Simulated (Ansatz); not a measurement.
CrN:
```
CELL_PARAMETERS angstrom
      1.49257     0.86174     4.62724
     -1.49257     0.86174     4.62724
      0.00000    -1.72347     4.62724
ATOMIC_POSITIONS crystal
  Cr 0.00000 0.00000 0.00000
  N  0.75000 0.75000 0.75000
  Cr 0.50000 0.50000 0.50000
  N  0.25000 0.25000 0.25000
```
Starting moments (μB, in the order of the atoms Cr N Cr N): 2.7 0.0 -2.7 0.0.

Relaxed with r²SCAN.

### Question
Map the electron localisation function on the plane through (0.000, 0.000, 0.000) spanned by u = [1, -1, 0] and v = [1, 1, -1] in lattice vectors, from the program Ansatz at the r²SCAN level (PAW).

### Answer
x is the fraction of u, y of v (the angle between them is 90°; rows are the nearest grid lines); atoms in the plane: Cr at (0.00, 0.00), N at (0.50, 0.25), Cr at (0.00, 0.50), N at (0.50, 0.75).
```
|99863000000036899|
|98742000100024789|
|54200267776200245|
|21003788888730012|
|00027887778872000|
|00258873237885200|
|00368861016886300|
|00147886568874100|
|10015888888851001|
|43101578887510134|
|88631002220013688|
|99753000000035799|
|99753000000035799|
|88631002220013688|
|43101578887510134|
|10015888888851001|
|00147886568874100|
|00368861016886300|
|00258873237885200|
|00027887778872000|
|21003788888730012|
|54200267776200245|
|98742000100024789|
|99863000000036899|
```
Scale: ten equal steps from 0.092 (start of '0') to 0.926 (end of '9'), in the order '0123456789'; x runs from 0.000 to 1.00, y from 0.000 (bottom) to 1.00 (top).

The density is the valence pseudo-density with augmentation charge, so density and ELF within about 1 Å of a nucleus are not all-electron values.

Space group R-3m. The cell is a constructed one: a structure type filled with these elements; the Crystallography Open Database copy checked does not list it. COD files the formula under space group No. 225, so this cell is another polymorph or a model. Whether it is the stable phase at ambient conditions was not checked. Symmetry was held in the r²SCAN relaxation, as lowered by the spin order; its stability against distortions is not shown here. Magnetic state: antiferromagnetic, chosen from 3 collinear starts compared on coarse meshes (ties went to the first, and starts can fall back to one state), not a proven ground state. Other orbital occupations within this spin state were not tried. No Hubbard U is applied.

Potentials: the earlier of the program's two PAW sets.
